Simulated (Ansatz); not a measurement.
Os (hcp (Mg type)), relaxed and computed with several functionals in Ansatz (plane waves, PAW). Much of their spread follows the volume that each gives.

```
functional  V (Å³/atom)  K_Hill (GPa)
----------  -----------  ------------
LDA               13.70           448
r²SCAN            14.01           428
PBE               14.28           398
r²SCAN+D4         13.95             ?
PBEsol            13.89           432
PBE+D3(BJ)        14.01           419
```

**Question.** Fit a straight line to ln K against ln V and predict the withheld value.

**Answer.** Least squares on the 5 shown rows: ln K = -2.83 × ln V + (13.515), with a scatter of 1 %. For r²SCAN+D4 this gives 427. The run itself gave 435, outside the scatter: the line misses something about this case.

All cells were relaxed under the symmetry of their starts (and spin orders); stability against distortions was not tested throughout. Rows with no word on spin ran without spin polarisation. Spin–orbit coupling is left out wherever it is not named.

Potentials: the later of the program's two PAW sets.

Ansatz (an electronic-structure program) is a plane-wave DFT program.
